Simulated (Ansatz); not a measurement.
**MnGa$_{4}$ (Im-3m), one atom moved along a line**

Level of theory: DFT PBEsol, scalar-relativistic, plane waves, PAW (Ansatz). Settings: plane waves to 420 eV, k-mesh 12×12×12 (Γ-centred), Gaussian smearing 0.15 eV. Collinear spins, started from moments 0.6, 0.0, 0.0, 0.0, 0.0 μB in atom order; the magnetic state may not be the lowest. Energies are free energies at this smearing, counted from the undisturbed cell; pressure is positive in compression.

Reference structure (relaxed at this level; with this scan's settings it stands at 0.1 GPa; it needn't be the usual structure):

```xyz
5
Lattice="-2.7548 2.7548 2.7548 2.7548 -2.7548 2.7548 2.7548 2.7548 -2.7548" Properties=species:S:1:pos:R:3 pbc="T T T"
Mn    0.0000    0.0000    0.0000
Ga    1.3774    1.3774   -1.3774
Ga    1.3774   -1.3774    1.3774
Ga   -1.3774    1.3774    1.3774
Ga    1.3774    1.3774    1.3774
```

Atom 2 (Ga) is moved by x along the Cartesian unit vector (-1.000, 0.000, 0.000); the cell and all other atoms stay fixed. The cell is metallic on the mesh throughout.

```csv
x (Å),ΔE (meV/cell),force along x on the moved atoms (eV/Å),pressure (GPa),moment (μB/cell)
-0.4500,818.1,3.99,4.0,0.59
-0.1500,?,1.13,?,0.58
0.0000,0.0,0.00,0.1,0.57
0.3000,344.9,-2.39,1.7,0.58
```

(1) Give the withheld values.

## Answers

(1) ΔE (meV/cell) at x (Å) = -0.1500: 83.6; pressure (GPa) at x (Å) = -0.1500: 0.5.

Cost: 4 runs of about 9.4 core-minutes in all, on AMD EPYC 9R45 (Zen 5) (shared hosts).